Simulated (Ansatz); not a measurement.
The relaxed structure here is a generated cell of PbS: the first start was made by placing the elements on the sites of a structure type, and the end was not matched to a known phase here, so it may be hypothetical. Known forms of PbS include space group No. 225.

One stationary structure of PbS. Space group P4/nmm (No. 129). The numbers are results of r2SCAN (plane waves to 500 eV, PAW, scalar-relativistic; Ansatz, a first-principles code), not measurements.

```cif
data_Pb2S2
_chemical_formula_sum 'Pb2 S2'
_space_group_name_H-M_alt 'P4/nmm :1'
_space_group_IT_number 129
_space_group_name_Hall 'P 4ab 2ab -1ab'
_cell_length_a 5.08973
_cell_length_b 5.08973
_cell_length_c 4.16303
_cell_angle_alpha 90.000
_cell_angle_beta 90.000
_cell_angle_gamma 90.000
loop_
_space_group_symop_operation_xyz
  'x, y, z'
  '-y+1/2, x+1/2, z'
  '-x, -y, z'
  'y+1/2, -x+1/2, z'
  'x+1/2, -y+1/2, -z'
  '-y, -x, -z'
  '-x+1/2, y+1/2, -z'
  'y, x, -z'
  '-x+1/2, -y+1/2, -z'
  'y, -x, -z'
  'x+1/2, y+1/2, -z'
  '-y, x, -z'
  '-x, y, z'
  'y+1/2, x+1/2, z'
  'x, -y, z'
  '-y+1/2, -x+1/2, z'
loop_
_atom_site_label
_atom_site_type_symbol
_atom_site_symmetry_multiplicity
_atom_site_Wyckoff_symbol
_atom_site_fract_x
_atom_site_fract_y
_atom_site_fract_z
_atom_site_occupancy
Pb1 Pb 2 c 0.00000 0.50000 0.30185 1
S1 S 2 a 0.00000 0.00000 0.00000 1
```

```json
{
  "volume_per_atom": "26.96 Å³",
  "band_gap": "1.06 eV, indirect (valence top at k = (0, 0.2857, 0.25), conduction bottom at k = (0.1429, 0.1429, 0.375)) (no spin-orbit coupling)",
  "smallest_direct_gap": "1.27 eV at k = (0.1429, 0.1429, 0.375)",
  "shortest_distances": "Pb–S 2.84 Å; S–S 3.60 Å",
  "k-mesh": "7×7×8"
}
```

No spin polarisation in the result. Without spin-orbit coupling the bands of the heavy element are not split, so the gap can be far off.

The run could not lower the symmetry of its start; a shaken copy of this end point relaxes with r2SCAN to Fm-3m (No. 225), 141 meV/atom lower.
